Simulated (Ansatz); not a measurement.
Q: Os (hcp (Mg type), P6_3/mmc) is relaxed with plane-wave PAW r²SCAN+D4 (Ansatz code). What lattice parameters of the conventional cell result?

A: a = 2.733 Å, c = 4.312 Å.

The r²SCAN+D4 relaxation kept the symmetry of its start. The run is not spin-polarised. The pairwise dispersion correction was not fitted to metals. Axis ratios of metals converge slowly with the k-mesh, so a and c are less sure than the volume. Scalar-relativistic: spin–orbit coupling is off unless named, which matters more the heavier the elements.

Potentials: the later of the program's two PAW sets.
